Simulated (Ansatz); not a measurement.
NbRu in space group P2/m (No. 10; Nb on 2m, Nb on 1a, Ru on 1e, Ru on 2n) at seven volumes, DFT-PBEsol in the program Ansatz with PAW potentials, shape and atoms relaxed at each. One row is withheld.

```tsv
V (Å³/atom)	P (GPa)
14.066	29.08
14.530	17.81
14.993	?
15.457	0.00
15.921	-7.00
16.385	-12.96
16.848	-18.02
```

Question: Fit the shown pressures and predict the withheld one.

Answer: Third-order Birch–Murnaghan: P = (3/2)B₀(x^(7/2) − x^(5/2))[1 + (3/4)(B′ − 4)(x − 1)] with x = (V₀/V)^(2/3). Least squares on the six rows gives V₀ = 15.457 Å³/atom, B₀ = 251.8 GPa, B′ = 4.30. At V = 14.993, x = 1.0205 and P = 8.19 GPa. The run itself gave 8.20 GPa.

The start of the workflow was typed in or built on a structure type; neither database checked (COD, Materials Project) lists it. COD files the formula under space group No. 123, 221. Its standing as an ambient phase is unchecked. Symmetry was held in the PBEsol relaxation; its stability against distortions is not shown here. The run is not spin-polarised.

Potentials: the later of the program's two PAW sets.
